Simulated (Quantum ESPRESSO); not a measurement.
Kohn-Sham bands of BeTe (zinc blende)

```yaml
crystal:
  lattice:
    - [0.00000, 2.83146, 2.83146]
    - [2.83146, 0.00000, 2.83146]
    - [2.83146, 2.83146, 0.00000]
  atoms:
    - { symbol: Be, position: [0.00000, 0.00000, 0.00000] }
    - { symbol: Te, position: [0.25000, 0.25000, 0.25000] }
```

Structure: Materials Project mp-252, symmetrised, not relaxed again. COD (Crystallography Open Database) has an entry of this formula and space group (matched by these alone). Method: PBEsol plane waves in Quantum ESPRESSO 7.5 (PseudoDojo norm-conserving files, 71 Ry, spinors with spin-orbit coupling), Bloch states on a 8×8×8 mesh through Γ, Wannier90 4.0.1. Density: 10×10×10 mesh, cold smearing 0.01 Ry.

Energies are relative to the valence-band maximum; weights are on the orthonormalised atomic waves of the pseudopotential files, averaged over the group. 20 electrons a cell are treated as valence.

```
bands  from (eV)  to (eV)  filling  weight on atomic waves
-----  ---------  -------  -------  ----------------------
1–2       -99.85   -99.85   filled                     ___
3–6       -37.31   -37.31   filled                     ___
7–12      -35.85   -35.84   filled                     ___
13–14     -12.51   -10.70   filled                     ___
15–20      -5.78     0.00   filled                     ___
```

Q: Which atomic shells make up each group?

A: 
- 1–2, weight on atomic waves: Be 1s 100 %
- 3–6, weight on atomic waves: Te 4d 100 %
- 7–12, weight on atomic waves: Te 4d 100 %
- 13–14, weight on atomic waves: Te 5s 85 %, Be 2s 12 %
- 15–20, weight on atomic waves: Te 5p 83 %, Be 2s 8 %

The Kohn-Sham gap over both meshes and the path is 1.61 eV.
